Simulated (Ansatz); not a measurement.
Input, command and steps of an Ansatz relaxation.

```yaml
crystal:
  lattice:
    - [3.7347899115, 0.0, 0.0]
    - [0.0, 3.7347899115, 0.0]
    - [0.1526311713, 0.0, 10.1754114196]
  atoms:
    - { symbol: Hf, position: [0.0, 0.5, 0.208693393] }
    - { symbol: Hf, position: [0.5, 0.0, 0.791306607] }
    - { symbol: Ge, position: [0.0, 0.0, 0.0] }
    - { symbol: Ge, position: [0.5, 0.5, 0.0] }
    - { symbol: Te, position: [0.0, 0.5, 0.6603016878] }
    - { symbol: Te, position: [0.5, 0.0, 0.3396983122] }
basis:
  ecutwfc: 500
kpoints:
  mp_grid: { grid: [10, 10, 4] }
hamiltonian:
  xc: r2scan
scf:
  occupations: { method: gaussian, width: 0.1 }
output:
  forces: true
  stress: true
  eigenvalues: true
relax:
  adjacent_minimum: "off"
  f_tol: 0.008
  max_steps: 40
```

```bash
ansatz run input.yaml --threads 1 --pin off --max-ram 2560MiB --backend cpu --events-out ev --progress --plain --runs-dir out
```

Computed with DFT r2SCAN, scalar-relativistic, plane waves, PAW in Ansatz 0.2.0.

Of 4 frames 3 are shown, positions in Å and forces in eV/Å; the SCF threshold varies from step to step. The mark taken_back stands on steps that the optimiser undid.

```xyz
6
Lattice="3.7348 0.0000 0.0000 0.0000 3.7348 0.0000 0.1526 0.0000 10.1754" Properties=species:S:1:pos:R:3:forces:R:3 pbc="T T T" step=1 free_energy_over_end_meV_per_atom=0.80
Hf    0.0319    1.8674    2.1235   -0.0236    0.0000    0.0013
Hf    1.9882    0.0000    8.0519    0.0236    0.0000   -0.0013
Ge    0.0000    0.0000    0.0000   -0.0379    0.0000    0.0041
Ge    1.8674    1.8674    0.0000    0.0379    0.0000   -0.0041
Te    0.1008    1.8674    6.7188    0.1028    0.0000   -0.0013
Te    1.9192    0.0000    3.4566   -0.1028    0.0000    0.0013
6
Lattice="3.7348 0.0000 0.0000 0.0000 3.7348 0.0000 0.1526 0.0000 10.1754" Properties=species:S:1:pos:R:3:forces:R:3 pbc="T T T" step=2 free_energy_over_end_meV_per_atom=2.19 taken_back
Hf   -0.0444    1.8674    2.1221    0.1030    0.0000    0.0151
Hf    2.0644    0.0000    8.0533   -0.1030    0.0000   -0.0151
Ge    0.0024    0.0000   -0.0011    0.0227    0.0000    0.0174
Ge    1.8650    1.8674    0.0011   -0.0227    0.0000   -0.0174
Te    0.2066    1.8674    6.7203   -0.1236    0.0000    0.0065
Te    1.8134    0.0000    3.4551    0.1236    0.0000   -0.0065
6
Lattice="3.7348 0.0000 0.0000 0.0000 3.7348 0.0000 0.1526 0.0000 10.1754" Properties=species:S:1:pos:R:3:forces:R:3 pbc="T T T" step=4 free_energy_over_end_meV_per_atom=0.00
Hf    0.0079    1.8674    2.1227   -0.0075    0.0000    0.0011
Hf    2.0122    0.0000    8.0527    0.0075    0.0000   -0.0011
Ge   -0.0014    0.0000    0.0000    0.0028    0.0000   -0.0001
Ge    1.8688    1.8674    0.0000   -0.0028    0.0000    0.0001
Te    0.1393    1.8674    6.7205    0.0016    0.0000   -0.0042
Te    1.8807    0.0000    3.4549   -0.0016    0.0000    0.0042
```

It took 7.9 min on 1 thread of Oxide Virtual Turin-like Processor (Zen 5) (shared host), peak memory 1.5 GiB.

Spin–orbit coupling is left out, which can shift energies with elements as heavy as these. The cell holds layers, and r2SCAN describes their binding at middle range but leaves out its long-range dispersion part.